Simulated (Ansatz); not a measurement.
Given:

Cu2Se:
```xyz
3
Lattice="0.0000 2.8257 2.8257 2.8257 0.0000 2.8257 2.8257 2.8257 0.0000" Properties=species:S:1:pos:R:3 pbc="T T T"
Cu     4.2386     4.2386     4.2386
Cu     1.4129     1.4129     1.4129
Se     0.0000     0.0000     0.0000
```

This is the LDA-relaxed structure.

All from DFT-LDA in the program Ansatz with PAW potentials, unless another level is named. Estimate the electronic character.

no gap, with almost no states at the Fermi level (zero-gap or semimetallic).

Next, the formation energy from the elements (no fitted shifts)?

0.048 eV/atom.

Space group Fm-3m (anti-fluorite). The first step of the workflow began from a Materials Project structure, measured or hypothetical; the Crystallography Open Database copy checked does not list it. COD files the formula under space group No. 216, so this cell is another polymorph or a model. Whether it is the stable phase at ambient conditions was not checked. The LDA relaxation kept the symmetry of its start; of distortions, only those at the zone centre were tested. The run is not spin-polarised. A small band overlap can be real or an error of a semilocal functional. The references are the lowest solids computed at this level, not always the standard phases. Scalar-relativistic: spin–orbit coupling is off unless named, which matters more the heavier the elements.

Potentials: the later of the program's two PAW sets.
